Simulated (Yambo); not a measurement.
Yambo run on Rb2NaAlF6 (space group Fm-3m, No. 225). The wavefunctions are norm-conserving LDA (Quantum ESPRESSO, 88 Ry, scalar-relativistic) ones on a 2×2×2 mesh (36 occupied bands); a = 5.975 Å, b = 5.975 Å, c = 5.975 Å, α = 60.00°, β = 60.00°, γ = 60.00°.

Yambo input:

```
rim_cut
gw0
dyson
el_el_corr
HF_and_locXC
ppa
em1d
RandQpts= 1000000
RandGvec= 1 Ry
EXXRLvcs= 88 Ry
VXCRLvcs= 352 Ry
Chimod= "HARTREE"
% BndsRnXp
 2 | 286 |
%
NGsBlkXp= 1 Ry
% LongDrXp
 1.0 | 1.0 | 1.0 |
%
PPAPntXp= 27.2114 eV
% GbndRnge
 1 | 286 |
%
GTermKind= "BG"
DysSolver= "n"
ExtendOut
% QPkrange
 1 | 1 | 36 | 37 |
%
```

k points by index: 1 = Γ.

Resulting energies as the program prints them:

```
#    K-point    Band    Eo [eV]    E [eV]    E-Eo [eV]    Vxc [eV]    Vnlxc [eV]    Sc|Eo [eV]    Sc|E [eV]    dSc/dw|Eo [eV]    Re(Z)    Im(Z)
#
    1    36    0.000000    -4.138507    -4.138507    -22.52245    -30.46024    3.228718    3.799286    -3.751483    0.878839    -0.792827E-3
    1    37    6.448009    8.233671    1.785662    -10.17313    -5.252919    -2.936508    -3.134545    -3.017731    0.900171    -0.596838E-3
```
(The two width columns are left out.) Convergence of these settings isn't established.

Geometry of the Materials Project entry, not relaxed at this level.

The structure is a Materials Project entry; no match was found in the copy of COD used, and its stability was not checked.
